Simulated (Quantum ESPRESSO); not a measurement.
## Electric field gradients in Be4SeS3 (changed cell)

```
CELL_PARAMETERS angstrom
      4.95189     0.00000     0.00000
      0.00000     4.95189     0.00000
      0.00000     0.00000     4.95189
ATOMIC_POSITIONS crystal
  Be 0.99346 0.99346 0.99346
  Se 0.25000 0.25000 0.25000
  Be 0.99346 0.50654 0.50654
  S  0.25000 0.75000 0.75000
  Be 0.50654 0.99346 0.50654
  S  0.75000 0.25000 0.75000
  Be 0.50654 0.50654 0.99346
  S  0.75000 0.75000 0.25000
```
The cell was made here from a computed Materials Project entry: one of 4 S replaced by Se, cell and atoms relaxed (PBE without dispersion, pw.x of a modified build of Quantum ESPRESSO, symmetry kept). The parent is BeS in F-43m; whether this form has been observed was not checked. The swapped cell is a model, not a known phase. Stability against distortions was not tested.

Convention: |Vzz| is the largest principal value, η_Q = (Vxx − Vyy)/Vzz, |C_Q| = |eQVzz/h|. Cores are frozen. Against all-electron runs on small test molecules, this scheme's |Vzz| missed by −3 % on S. Static lattice: thermal averaging is not included.

Quadrupole moments taken as inputs (sizes, barn, from the tables of PySCF and pymatgen): ⁹Be 0.0529, ³³S 0.0678.

Q: What do the calculations give at each independent site (field gradients by PBE PAW (JTH datasets; density from pw.x of Quantum ESPRESSO, gradients reconstructed from it by a script), 20 Ha, k-mesh 5×5×5 through Γ)?

A: 
```
site                   site symmetry  Vzz (10²¹ V/m²)   η_Q       ∣C_Q∣ (MHz)
---------------------  -------------  ---------------  ----  ----------------
Be (atoms 1, 3, 5, 7)             3m        under 0.2     –  under 0.25 (⁹Be)
Se (atom 2)                     -43m                0     –                 –
S (atoms 4, 6, 8)               -42m             1.21  0.00        1.99 (³³S)
```
